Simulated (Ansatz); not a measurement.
What does Ansatz print for the nuclei with this input?

The cell is a Materials Project structure (computed, not necessarily an observed phase), atoms as given.

```yaml
crystal:
  lattice:
    - [6.621049524, 0.0, 0.0]
    - [-0.0115838046, 7.0667144762, 0.0]
    - [-2.3648312712, -3.452531056, 9.2411509484]
  atoms:
    - { symbol: Mg, position: [0.999326, 0.637274, 0.99974] }
    - { symbol: Ti, position: [0.500205, 0.276999, 0.001241], spin: 1.0 }
    - { symbol: Ti, position: [0.499509, 0.711061, 0.001176], spin: 1.0 }
    - { symbol: Tl, position: [0.713213, 0.710122, 0.451549] }
    - { symbol: Tl, position: [0.286855, 0.262476, 0.548952] }
    - { symbol: P, position: [0.284275, 0.873912, 0.737025] }
    - { symbol: P, position: [0.715212, 0.132003, 0.265947] }
    - { symbol: S, position: [0.170632, 0.647306, 0.802377] }
    - { symbol: S, position: [0.329096, 0.557972, 0.128795] }
    - { symbol: S, position: [0.404209, 0.070009, 0.152742] }
    - { symbol: S, position: [0.59549, 0.923008, 0.850102] }
    - { symbol: S, position: [0.164725, 0.14459, 0.818491] }
    - { symbol: S, position: [0.76675, 0.23165, 0.481091] }
    - { symbol: S, position: [0.669069, 0.432349, 0.872302] }
    - { symbol: S, position: [0.234024, 0.76792, 0.522022] }
    - { symbol: S, position: [0.828024, 0.841235, 0.196959] }
    - { symbol: S, position: [0.834385, 0.326409, 0.186851] }
magnetization:
  spin_polarized: true
kpoints:
  mp_grid: { grid: [5, 5, 4] }
scf:
  occupations: { method: fermi_dirac, width: 0.05 }
hamiltonian:
  xc: r2scan
  pseudopotentials: { kind: paw }
output:
  forces: true
  stress: true
  populations: true
  efg:
    quadrupole_moments_barn: { Mg: 0.1994, Ti: 0.247, S: -0.0694 }
    contact_densities: true
```

```sh
ansatz run input.yaml --threads 2 --pin off --max-ram 5120MiB --backend cpu --events-out ev --progress --plain --runs-dir out
```

Of the output, the block on the nuclei alone is shown; the set-up, the SCF iterations, energies, forces and stress are cut. One atom of each set with nearly equal values is shown.

```
--- PAW observables at the nuclei: V_zz in 10²¹ V/m², potentials from the cell's mean, atoms counted from 1 ---
  atom   1  Mg V_zz =    -2.182095   η = 0.6170   by run symmetry: allowed   C_q = -10.5209 MHz
            electrostatic potential = -1099.915063 V   contact ρ = 7782.914226 e/Å³   contact ρ_s (e/Å³): all electrons +0.085119, valence +0.085166
  atom   2  Ti V_zz =    +4.020059   η = 0.1976   by run symmetry: allowed   C_q = +24.0095 MHz
            electrostatic potential = -2522.260645 V   contact ρ = 56720.152767 e/Å³   contact ρ_s (e/Å³): all electrons -0.457586, valence +1.258931
  atom   3  Ti V_zz =    -2.563276   η = 0.7235   by run symmetry: allowed   C_q = -15.3090 MHz
            electrostatic potential = -2522.777899 V   contact ρ = 56718.796751 e/Å³   contact ρ_s (e/Å³): all electrons -0.610448, valence +1.602478
  atom   4  Tl V_zz =    -5.265892   η = 0.4584   by run symmetry: allowed
            electrostatic potential = -17127.912060 V   contact ρ = 15277511.756851 e/Å³   contact ρ_s (e/Å³): all electrons +0.287399, valence +0.266858
  atom   5  Tl V_zz =    -5.230003   η = 0.7403   by run symmetry: allowed
            electrostatic potential = -17127.922838 V   contact ρ = 15277512.112578 e/Å³   contact ρ_s (e/Å³): all electrons +0.352336, valence +0.329503
  atom   6  P  V_zz =    -2.971927   η = 0.9495   by run symmetry: allowed
            electrostatic potential = -1488.053440 V   contact ρ = 15992.254379 e/Å³   contact ρ_s (e/Å³): all electrons +1.347071, valence +1.312749
  atom   7  P  V_zz =    -2.997874   η = 0.9917   by run symmetry: allowed
            electrostatic potential = -1488.062909 V   contact ρ = 15992.354970 e/Å³   contact ρ_s (e/Å³): all electrons +1.453874, valence +1.416654
  atom   8  S  V_zz =   +15.954307   η = 0.1009   by run symmetry: allowed   C_q = -26.7727 MHz
            electrostatic potential = -1630.631307 V   contact ρ = 19738.271625 e/Å³   contact ρ_s (e/Å³): all electrons -0.008647, valence -0.004573
  atom   9  S  V_zz =    +1.902951   η = 0.6936   by run symmetry: allowed   C_q = -3.1933 MHz
            electrostatic potential = -1631.553348 V   contact ρ = 19736.957281 e/Å³   contact ρ_s (e/Å³): all electrons -0.142912, valence -0.126779
  atom  10  S  V_zz =   +16.476601   η = 0.1640   by run symmetry: allowed   C_q = -27.6491 MHz
            electrostatic potential = -1630.733828 V   contact ρ = 19739.599459 e/Å³   contact ρ_s (e/Å³): all electrons -0.015817, valence -0.010584
  atom  11  S  V_zz =   +16.453147   η = 0.1710   by run symmetry: allowed   C_q = -27.6098 MHz
            electrostatic potential = -1630.731578 V   contact ρ = 19739.602379 e/Å³   contact ρ_s (e/Å³): all electrons -0.014418, valence -0.009293
  atom  12  S  V_zz =   +16.574075   η = 0.0945   by run symmetry: allowed   C_q = -27.8127 MHz
            electrostatic potential = -1630.786276 V   contact ρ = 19740.355697 e/Å³   contact ρ_s (e/Å³): all electrons -0.029662, valence -0.026765
  atom  13  S  V_zz =   +17.476951   η = 0.0683   by run symmetry: allowed   C_q = -29.3278 MHz
            electrostatic potential = -1631.077305 V   contact ρ = 19740.665088 e/Å³   contact ρ_s (e/Å³): all electrons +0.014879, valence +0.014080
  atom  14  S  V_zz =    +1.820650   η = 0.6186   by run symmetry: allowed   C_q = -3.0552 MHz
            electrostatic potential = -1631.566131 V   contact ρ = 19736.932774 e/Å³   contact ρ_s (e/Å³): all electrons -0.141123, valence -0.125186
  atom  16  S  V_zz =   +15.884872   η = 0.1148   by run symmetry: allowed   C_q = -26.6562 MHz
            electrostatic potential = -1630.627525 V   contact ρ = 19738.242346 e/Å³   contact ρ_s (e/Å³): all electrons -0.010923, valence -0.006454
  atom  17  S  V_zz =   +16.514141   η = 0.0960   by run symmetry: allowed   C_q = -27.7121 MHz
            electrostatic potential = -1630.780518 V   contact ρ = 19740.306468 e/Å³   contact ρ_s (e/Å³): all electrons -0.025580, valence -0.022914
```

Hardware: 2 threads of Intel Xeon Processor @ 2.50GHz (Skylake/Cascade Lake) (x86_64; 62 cores open to the job, memory cap 5.0 GiB, no GPU), a shared host with a load of 0.9 a core. Wall time 26 min, CPU time 51 min, peak memory 3.7 GiB.

The program didn't check the stability of this electronic state in full, so a lower one may lie near. Spin–orbit coupling is left out, which shifts gradients on Tl by a few per cent in wide-gap crystals, and can shift them far more where the calculated gap is small or absent, as here. With a gap of 0.23 eV under a smearing of 0.05 eV the band edges are partly filled, so small gradients can hang on the smearing and the k-mesh. All moments are parallel here, as the start or the cell imposes; many such compounds order antiparallel, where fields and spin densities carried over to other atoms largely cancel. The magnetic order is the one that the run reached from its start moments, not necessarily the measured one.
